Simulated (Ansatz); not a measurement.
Ta3N5:
Space group Cmcm (No. 63); a = 3.873 Å, b = 10.260 Å, c = 10.296 Å, α = β = γ = 90.00°

| atom | site | symmetry | x | y | z |
|---|---|---|---|---|---|
| Ta | 4c | m2m | 0.0000 | 0.1968 | 0.2500 |
| Ta | 8f | m.. | 0.0000 | 0.1333 | 0.5600 |
| N | 8f | m.. | 0.0000 | 0.0470 | 0.1188 |
| N | 8f | m.. | 0.0000 | 0.3079 | 0.0741 |
| N | 4c | m2m | 0.0000 | 0.2370 | 0.7500 |
(The calculation used a cell of 16 atoms; values per cell refer to that cell.)

Relaxed with r²SCAN.

Problem. Which orbitals make up the states near the band edges in r²SCAN in the plane-wave PAW code Ansatz?

Solution. Top 1 eV of the valence band: N 2p 88 %, Ta 5d 8 %. Bottom 1 eV of the conduction band: Ta 5d 84 %, N 2p 11 %. Projections are on Löwdin-orthogonalised atomic valence shells; empty p or d shells of many metals are not among them.

Problem. Tabulate the density of states.

Solution. States/eV per cell of 16 atoms, in 0.25 eV bins, energy from the valence-band maximum.

```
E (eV)  total   N 2p  Ta 5d  Ta 6s
------  -----  -----  -----  -----
-7.86    0.00   0.00   0.00   0.00
-7.61    0.00   0.00   0.00   0.00
-7.36    0.00   0.00   0.00   0.00
-7.11    0.00   0.00   0.00   0.00
-6.86    0.00   0.00   0.00   0.00
-6.61    0.00   0.00   0.00   0.00
-6.36    2.31   1.39   0.65   0.19
-6.11    5.47   3.23   1.65   0.39
-5.86    8.00   4.73   2.46   0.53
-5.61    9.37   5.63   2.87   0.54
-5.36    9.18   5.43   3.14   0.31
-5.11   10.03   5.93   3.63   0.15
-4.86   18.68  11.13   6.87   0.19
-4.61   13.88   8.33   5.01   0.14
-4.36   14.11   8.71   4.83   0.15
-4.11   11.99   7.63   3.88   0.11
-3.86    8.98   5.74   2.81   0.12
-3.61    9.21   5.91   2.83   0.17
-3.36    6.69   4.37   1.92   0.16
-3.11    7.44   5.03   1.95   0.19
-2.86    7.54   5.22   1.89   0.13
-2.61    8.90   6.41   2.00   0.14
-2.36    8.73   6.47   1.77   0.11
-2.11   10.13   7.60   1.99   0.12
-1.86   11.29   8.65   2.02   0.14
-1.61   11.51   9.09   1.79   0.16
-1.36    9.64   7.92   1.23   0.11
-1.11   10.72   9.11   1.09   0.11
-0.86   12.22  10.59   1.11   0.10
-0.61   10.18   9.02   0.72   0.06
-0.36    3.23   2.90   0.20   0.02
-0.11    0.58   0.53   0.03   0.00
0.14     0.00   0.00   0.00   0.00
0.39     0.00   0.00   0.00   0.00
0.64     0.00   0.00   0.00   0.00
0.89     0.00   0.00   0.00   0.00
1.14     0.00   0.00   0.00   0.00
1.39     0.00   0.00   0.00   0.00
1.64     0.10   0.00   0.10   0.00
1.89     1.00   0.08   0.92   0.00
2.14     3.35   0.33   2.89   0.04
2.39     5.32   0.64   4.38   0.13
2.64     6.22   0.93   4.89   0.17
2.89     8.75   1.42   6.71   0.26
3.14    11.10   1.65   8.77   0.20
3.39    13.02   1.94  10.28   0.20
3.64    12.76   1.72  10.30   0.17
3.89    12.66   1.92   9.92   0.22
4.14    13.31   2.12  10.25   0.28
4.39    12.41   2.43   9.06   0.28
4.64     7.77   1.73   5.44   0.14
4.89     2.88   0.75   1.89   0.04
5.14     5.26   1.49   3.24   0.11
5.39     9.04   2.59   5.47   0.19
5.64     8.20   2.38   4.95   0.16
5.89     5.40   1.55   3.10   0.19
6.14     3.01   0.68   1.39   0.32
6.39     2.54   0.48   0.97   0.35
```

The workflow started from a Materials Project entry (that database holds measured and hypothetical structures alike); the Crystallography Open Database files this formula in space group No. 63, but the cells were not matched. Whether it is the stable phase at ambient conditions was not checked. The cell was relaxed with r²SCAN under the symmetry of its start; whether a distortion lowers the energy is not shown. No spin polarisation was allowed. Scalar-relativistic: spin–orbit coupling is off unless named, which matters more the heavier the elements.

Potentials: the later of the program's two PAW sets.
